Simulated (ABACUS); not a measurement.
A self-consistent single point of HfN (Fm-3m, 2 atoms in the cell; from Materials Project mp-2828) with ABACUS.

All values come from this method and carry its errors: LDA (PW92), PseudoDojo 0.4 standard norm-conserving LDA (tails mended) pseudopotentials (plane waves; ABACUS).

```
CELL_PARAMETERS angstrom
      0.00000     2.25586     2.25586
      2.25586     0.00000     2.25586
      2.25586     2.25586     0.00000
ATOMIC_POSITIONS crystal
  Hf 0.00000 0.00000 0.00000
  N  0.50000 0.50000 0.50000
```

Reference input (self-consistent single point, DFT, LDA (PW92), plane waves, PseudoDojo 0.4 standard norm-conserving LDA (tails mended) pseudopotentials): KPT = Gamma 10 10 10 0 0 0; basis_type = pw; dft_functional = PWLDA; ecutwfc = 84 Ry; smearing_method = gaussian; smearing_sigma = 0.00999582 Ry; potentials = PseudoDojo 0.4 standard norm-conserving LDA (tails mended); symmetry = 1; ks_solver = dav_subspace; scf_nmax = 100; scf_thr = 1.0e-09 Ry; mixing_type = broyden. This run's input differs from it in these lines:

```diff
@@ -45,4 +45,4 @@
 0
-Gamma
-10 10 10 0 0 0
+MP
+6 6 6 0 0 0
```

Output, abridged:

```
 SELF-CONSISTENT
 -------------------------------------------
                                 init_chg = atomic

 PW ALGORITHM --------------- ION=   1  ELEC=   1--------------------------------

 Density error is 0.520125149015
                          Error Threshold = 0.01
 E_KohnSham     -133.6567239958      -1818.4930223567
 E_Fermi        1.3609909940         18.5172324449

 PW ALGORITHM --------------- ION=   1  ELEC=   2--------------------------------

 Density error is 1.03264074386
                          Error Threshold = 0.00305955970009
 E_KohnSham     -133.7305077645      -1819.4969020302
   [... lines left out ...]

 Density error is 3.58080627946e-08
                          Error Threshold = 1.26291101864e-09
 E_KohnSham     -133.9242718425      -1822.1331975596
 E_Fermi        1.3656952135         18.5812366354

 PW ALGORITHM --------------- ION=   1  ELEC=   8--------------------------------

 Density error is 1.14306147076e-10
                          Error Threshold = 2.10635663498e-10
 E_KohnSham     -133.9242718469      -1822.1331976191
 E_KS(sigma->0) -133.9240269387      -1822.1298654717
 E_entropy(-TS) -0.0004898165        -0.0066642947
 E_Fermi        1.3657080286         18.5814109934
 charge density convergence is achieved
 final etot is -1822.1331976 eV
 EFERMI = 18.581410993 eV

 STATE ENERGY(eV) AND OCCUPATIONS    NSPIN == 1
   [... 16 lines left out ...]

 TOTAL-FORCE (eV/Angstrom)
                       Hf1         0.0000000000         0.0000000000         0.0000000000
                        N1         0.0000000000         0.0000000000         0.0000000000

 TOTAL-STRESS (KBAR)
      -123.7999287370        -0.0000000000        -0.0000000000
        -0.0000000000      -123.7999287370         0.0000000000
        -0.0000000000         0.0000000000      -123.7999287370
 TOTAL-PRESSURE: -123.799929 KBAR

 --------------------------------------------
 !FINAL_ETOT_IS -1822.1331976190531350 eV
 --------------------------------------------
```

The run converged in 8 iterations. Against the reference run the free energy falls by 6.2 meV/atom and the pressure hardly changes (-12.29 to -12.38 GPa).

A shifted mesh samples other points: it can miss Γ, where band edges often lie, and can lower the symmetry, which leaves small forces and shears. This run is one point of a test of settings, so its values need not be converged; read them against the reference run alone. The structure comes from a collection of computed structures, made at another level of theory; the collection holds predicted forms beside known ones. No clean gap shows at this smearing width and mesh (spacing up to 0.40 Å⁻¹); the mesh is coarse for partly filled bands, so the values carry mesh errors.

Cost on one core: very roughly 22 core-seconds.

“Tails mended”: in these copies of the files the far tail of each local potential was reset to the Coulomb form.
